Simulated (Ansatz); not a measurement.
## Trial structures of ScSbTe₃: starts and ends

Level of theory: Ansatz, DFT PBE, scalar-relativistic, plane waves, PAW. All cells share a 420 eV cutoff and Γ-centred k meshes spaced at most about 0.3 Å⁻¹ (about 0.25 or finer for metals, 2π included). Collinear spin in cells that started with moments and kept them past the coarse steps, no spin elsewhere.

Each guess was relaxed in cell and atoms at zero pressure, within the symmetry of its start. These are static total energies at zero pressure. Coordination counts Te atoms around Sb and Sc (those within 1.25 times the shortest such distance or 1.15 times the sum of covalent radii; the shortest distance is added where it is long for a bond).

| guess | made from | start group | V start (Å³/atom) | end group | V end (Å³/atom) | coordination at the end | gap on mesh (eV) | largest moment (μB) | E over the lowest end (meV/atom) |
| --- | --- | --- | --- | --- | --- | --- | --- | --- | --- |
| 1 | CsGeI3 type | R3m | 31.3 | R3m | 39.6 | Sc 6, Sb 3 | 0 | - | 0 |
| 2 | random cell | Pm-3m | 30.7 | Pm-3m (cubic perovskite) | 33.5 | Sc 6, Sb 12 from 3.9 Å | 0 | - | 449 |
| 3 | random cell | Pm-3m | 34.9 | ? | ? | ? | ? | ? | ? |
| 4 | random cell | P4/mmm | 31.2 | P4/mmm | 32.7 | Sc 4, Sb 8 from 3.3 Å | 0 | 0.0 | 444 |
| 5 | random cell | Cmmm | 34.7 | P6/mmm | 39.8 | Sc 12 from 4.2 Å, Sb 6 | 0 | - | 821 |

Guess 3 as it starts:

```yaml
crystal:
  lattice:
    - [5.58649, 0.00000, 0.00000]
    - [0.00000, 5.58649, 0.00000]
    - [0.00000, 0.00000, 5.58649]
  atoms:
    - { symbol: Sc, position: [0.00000, 0.00000, 0.00000] }
    - { symbol: Sb, position: [0.50000, 0.50000, 0.50000] }
    - { symbol: Te, position: [0.00000, 0.50000, 0.50000] }
    - { symbol: Te, position: [0.50000, 0.00000, 0.50000] }
    - { symbol: Te, position: [0.50000, 0.50000, 0.00000] }
```

Question: Predict the end of this guess and its energy over the lowest end.

Answer: It ends in the cubic perovskite type, space group Pm-3m (No. 221), with a = 5.670 Å, 36.5 Å³/atom and no gap, with moments up to 0.4 μB. It lies 0.84 eV/atom over the lowest end, above guess 5 and so the highest of the set. Counting Te atoms around Sb and Sc, this end has Sc 12 from 4.0 Å, Sb 6 and the lowest (guess 1) has Sc 6, Sb 3.

```
CELL_PARAMETERS angstrom
5.67008 0.00000 0.00000
0.00000 5.67008 0.00000
0.00000 0.00000 5.67008
ATOMIC_POSITIONS crystal
Sc 0.00000 0.00000 0.00000
Sb 0.50000 0.50000 0.50000
Te 0.00000 0.50000 0.50000
Te 0.50000 0.00000 0.50000
Te 0.50000 0.50000 0.00000
```

The zero of energy is the elements' standard structures at the same level; no fitted shifts are applied.

Question: Is the lowest end bound against the elements?

Answer: Yes: its formation energy is −0.51 eV/atom. It lies below the elements, which doesn't yet make it stable against other compounds or structures.

The k mesh leaves some 4 meV/atom of noise in the energy of each metallic cell. These runs have no spin–orbit coupling, which can matter for Sb and Te. The reference form of Te is held partly by dispersion forces, which this level lacks. The magnetic state reached may not be the lowest. Cells relaxed within their symmetry can be saddle points. A lower structure may well exist outside this small set. Some candidate types were left out of the draw beforehand, so a known form may be missing.
